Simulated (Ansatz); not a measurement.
# MgCd2, a known structure type with other elements, at an estimated volume

```
CELL_PARAMETERS angstrom
2.91540 5.04962 0.00000
-2.91540 5.04962 0.00000
0.00000 0.00000 9.60101
ATOMIC_POSITIONS crystal
Mg 0.33333 0.33333 0.06681
Mg 0.66667 0.66667 0.56681
Mg 0.33333 0.33333 0.43319
Mg 0.66667 0.66667 0.93319
Cd 0.00000 0.00000 0.00000
Cd 0.00000 0.00000 0.50000
Cd 0.33977 0.83012 0.25000
Cd 0.16988 0.16988 0.75000
Cd 0.83012 0.33977 0.25000
Cd 0.66023 0.16988 0.75000
Cd 0.83012 0.83012 0.25000
Cd 0.16988 0.66023 0.75000
```

Single point in Ansatz 0.2.0 with r2SCAN, no spin polarisation. Cutoff 500 eV, PAW datasets, 7×7×4 Γ-centred k mesh, fermi-dirac filling (width 0.1 eV).

(1) Describe some of the short contacts.

(2) What is the formation energy?

(3) Metal or insulator?

(4) Is the cell too large or too small?

Origin: a known structure type with other elements, at an estimated volume, so it need not be a known compound.

Results:

(1) Cd–Cd at 2.86 Å: least valence density 0.23 e/Å³ and ELF 0.23 there. Mg–Cd at 3.40 Å: least valence density 0.08 e/Å³ and ELF 0.27 there. Mg–Mg at 3.52 Å: least valence density 0.07 e/Å³ and ELF 0.37 there. Both are smooth PAW fields, read partly inside the augmentation spheres.

(2) 0.00 eV an atom against the elements' usual phases (free molecules for gases, crystals otherwise, with no correction for O₂ or N₂), too near zero to call. Relaxing would lower it.

(3) It is a metal, with about 3.9 states/eV a cell as the mean within 0.25 eV of the Fermi level.

(4) The pressure is -3.2 GPa (compression positive), so with the atoms held at these fractions the cell would first shrink.
